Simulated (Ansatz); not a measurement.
In₂TeO₂:
```
In2TeO2
1.0
    3.79728     0.00000     0.00000
   -1.89864     3.28854     0.00000
    0.00000     0.00000     7.03936
In Te O
2 1 2
Direct
  0.66667   0.33333   0.80709
  0.33333   0.66667   0.19291
  0.00000   0.00000   0.50000
  0.66667   0.33333   0.11958
  0.33333   0.66667   0.88042
```

Relaxed with r²SCAN.

Give the Bader charges and basin volumes of the independent atoms, r²SCAN in the plane-wave PAW code Ansatz.



```tsv
atom	Bader charge (e)	Bader volume (Å³)
In1	+1.60	14.7
Te3	-0.66	31.6
O4	-1.27	13.5
```

Space group P-3m1. The start of the workflow was typed in or built on a structure type; neither database checked (COD, Materials Project) lists it. Its standing as an ambient phase is unchecked. The cell was relaxed with r²SCAN under the symmetry of its start; its stability against distortions is not shown here. Scalar-relativistic: spin–orbit coupling is off unless named, which matters more the heavier the elements.

Potentials: the earlier of the program's two PAW sets.
